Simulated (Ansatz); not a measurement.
# Electron–phonon coupling and T_c of InPd — Ansatz, plane waves and PAW

Space group Pm-3m (No. 221), 2 atoms in the cell of the first input below: a = 3.249 Å, b = 3.249 Å, c = 3.249 Å, α = 90.00°, β = 90.00°, γ = 90.00°.

The structure comes from the Materials Project database of computed cells (whether it is a measured phase wasn't checked), relaxed without spin–orbit coupling to zero pressure (pressure 0.0 GPa with this functional, without spin–orbit coupling). Functional: PBEsol.

Input:

```yaml
crystal:
  lattice:
    - [3.2487861999, 0.0, 0.0]
    - [0.0, 3.2487861999, 0.0]
    - [0.0, 0.0, 3.2487861999]
  atoms:
    - { symbol: In, position: [0.0, 0.0, 0.0] }
    - { symbol: Pd, position: [0.5, 0.5, 0.5] }
basis:
  ecutwfc: 420
  ecutrho_ratio: 4
kpoints:
  mp_grid: { grid: [10, 10, 10] }
hamiltonian:
  xc: pbesol
scf:
  occupations: { method: methfessel_paxton, width: 0.2 }
output: {}
phonons:
  supercell: [2, 2, 2]
  qpath:
    path:
      - [[0.0, 0.0, 0.0], [0.0, 0.5, 0.0], [0.5, 0.5, 0.0], [0.0, 0.0, 0.0], [0.5, 0.5, 0.5], [0.0, 0.5, 0.0]]
      - [[0.5, 0.5, 0.5], [0.5, 0.5, 0.0]]
    npoints: 6
  electrical_resistivity: { mesh: [20, 20, 20], temperatures: [50, 100, 200, 300, 500] }
  superconductivity: { mesh: [20, 20, 20], eliashberg_equations: false }
```

```bash
ansatz run input.yaml --threads 8 --pin off --max-ram 15360MiB --backend cpu --events-out ev --progress --plain --runs-dir out
```

Time: 43 s on 8 threads of Intel(R) Xeon(R) Platinum 8259CL CPU @ 2.50GHz (Skylake/Cascade Lake), on a shared host, peak memory 2.5 GiB.

On the finest mesh λ = 0.4318, ω_log = 9.751 meV, N(E_F) = 0.342 states per eV, spin and cell. λ by mesh: 20×20×20 0.432, 10×10×10 0.419, 5×5×5 0.364.

Task: What T_c does McMillan's formula in the Allen–Dynes form give for μ* = 0.10?

Result: T_c = (ω_log/1.2) exp[−1.04(1+λ)/(λ − μ*(1+0.62λ))] = (113.16 K/1.2) × exp(−1.4891/0.3050) = 0.71 K. λ still moved by 3 % between the two finest meshes, so T_c isn't settled to the digits shown. By mesh, finest first, the same formula gives 0.71, 0.61, 0.27 K.

```
  μ*  McMillan (K)  Allen–Dynes with strong-coupling factors (K)
0.08          1.04                                          1.06
0.10          0.71                                          0.73
0.12          0.46                                          0.47
0.13          0.36                                          0.36
0.14          0.27                                          0.27
0.16          0.14                                          0.14
0.20          0.02                                          0.02
```

Caveats: no spin-orbit coupling, which matters for these elements; small supercell, couplings not converged in it; with so small a supercell and a typed μ*, T_c can miss a measured one by a factor of two or more; λ is not converged in the mesh, and T_c depends on it steeply.
